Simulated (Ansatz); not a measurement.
## Ti under strain: ⁴⁷Ti nuclear quadrupole resonance

Cell: a structure deposited in the COD, relaxed with PBE at fixed cell and then changed (z compressed by 1 %, ions relaxed).

```xyz
2
Lattice="2.9500 0.0000 0.0000 -1.4750 2.5548 0.0000 0.0000 0.0000 4.6391" Properties=species:S:1:pos:R:3 pbc="T T T"
Ti    0.0000    1.7032    1.1598
Ti    1.4750    0.8516    3.4794
```

Sites (sets of like atoms) are named by element and the number of their first atom in this list.

Computed with Ansatz: DFT, PBE, plane waves and PAW, scalar-relativistic, 420 eV cutoff, Γ-centred 18×18×10 k-points, Fermi–Dirac smearing 0.05 eV.

⁴⁷Ti: I = 5/2, Q = 302.0 mb (year-2017 value). Static lattice, zero field.

(1) Predict the zero-field ⁴⁷Ti lines of each site.

(2) And for ⁴⁹Ti (I = 7/2, Q = 247.0 mb) on Ti?

Answers

(1) For I = 5/2 and η = 0 the lines are 3|C_Q|/20 and twice that; η pulls their ratio below 2.

```csv
site,atoms,V_zz (10²¹ V/m²),C_Q (MHz),η,line frequencies (MHz)
Ti,"1, 2",2.10,15.3,0.00,"2.30, 4.60"
```

(2) C_Q scales with Q to 12.5 MHz, with lines at 0.896, 1.79, 2.69 MHz.

An axis of threefold or higher order runs through Ti, so V_zz lies along it and η is zero.

With no gap above 0.1 eV, as in a metal, the gradients converge slowly in k; expect changes of a tenth or more on a denser mesh.
